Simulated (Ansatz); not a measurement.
SnO (litharge type, space group P4/nmm)

```
SnO
1.0
    3.83618     0.00000     0.00000
    0.00000     3.83618     0.00000
    0.00000     0.00000     4.75736
Sn O
2 2
Direct
  0.50000   0.00000   0.24343
  0.00000   0.50000   0.75657
  0.00000   0.00000   0.00000
  0.50000   0.50000   0.00000
```

Grid over V/V₀ and (c/a)/(c/a)₀, subscript 0 meaning the relaxed cell; the conventional c axis lies along z; no internal relaxation.

All values below come from PBE-D3(BJ) (plane waves to 420 eV, PAW, scalar-relativistic; Ansatz, a program for electronic structure). k mesh 12×12×10 (Γ-centred), Fermi-Dirac smearing 0.05 eV. Compression counts positive. As the atoms are clamped, bonds stretch with the cell, which overstates energies and stresses. With partly filled bands, the response to shear is sensitive to the k mesh, so small differences along c/a are uncertain. At this level the bands of SnO touch or barely overlap; measurements give the solid a gap. SnO was relaxed with its symmetry unable to fall. The PAW data are Ansatz's earlier set.

At one point of the scan the stress tensor (GPa) is:

```
   -4.9      0.0      0.0
    0.0     -4.9      0.0
    0.0      0.0     -1.4
```

Task: Which point is it?
(A) V/V₀ = 1.000, (c/a)/(c/a)₀ = 0.920
(B) V/V₀ = 1.040, (c/a)/(c/a)₀ = 1.000
(C) V/V₀ = 1.020, (c/a)/(c/a)₀ = 0.920
(D) V/V₀ = 1.040, (c/a)/(c/a)₀ = 0.960

Result: D, V/V₀ = 1.040, (c/a)/(c/a)₀ = 0.960

(A scan under strain: stresses follow from slopes of the energy per volume, elastic moduli from its curvatures.)
